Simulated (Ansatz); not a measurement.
# Notes on B₂SbOs₅

```
B Sb Os
1.0
     5.38305    0.32913    0.29276
     0.17826    6.24187    0.49148
    -0.24846   -1.45686    6.21887
B Sb Os
4 2 10
Direct
  0.24965 0.50658 0.48468
  0.74854 0.86223 0.84309
  0.16748 0.20965 0.69288
  0.52158 0.81983 0.13889
  0.59843 0.62392 0.59423
  0.03097 0.77355 0.22563
  0.37911 0.39920 0.15821
  0.73524 0.09965 0.13391
  0.18257 0.85446 0.60017
  0.54502 0.28827 0.77874
  0.33188 0.09098 0.35582
  0.74127 0.97423 0.51372
  0.92239 0.32254 0.45154
  0.29303 0.65079 0.89630
  0.93731 0.42402 0.95336
  0.17539 0.05757 0.97888
```

Level: m-r2SCAN, no spin polarisation; 500 eV; 4×3×3 (shifted by 0.5, 0, 0.5 steps) mesh; fermi-dirac occupations (width 0.0493 eV); Ansatz 0.2.0, fixed geometry.

Is the cell too large or too small?

The pressure is 27.1 GPa (compression positive), so with the atoms held at these fractions the cell would first expand; the forces are large, so a full relaxation may end otherwise. The principal stresses 19.5, 25.2, 36.6 GPa differ, so its shape would change too.

Where is the largest force?

The largest is on Sb5: 3.80 eV/Å, components (3.40, -0.58, -1.59). It makes 124° with the line to a nearest neighbour, B1 at 2.16 Å.

Is there a gap?

It is a metal on this mesh, though the bands barely overlap, with about 12 states/eV a cell as the mean within 0.25 eV of the Fermi level, mostly Os d (80 %).

What is the formation energy?

1.13 eV an atom against the elements' usual phases (free molecules for gases, crystals otherwise, with no correction for O₂ or N₂), so at this geometry it isn't bound against them. Relaxing would lower it.

Origin: a disordered cell, so it need not be a known compound. Caveats: many states at the Fermi level without spin polarisation, so a magnetic state may lie lower; the k mesh is coarse if the cell is a metal; atoms or cell far from equilibrium; m-r2SCAN is r2SCAN with a changed spin dependence that lowers moments.
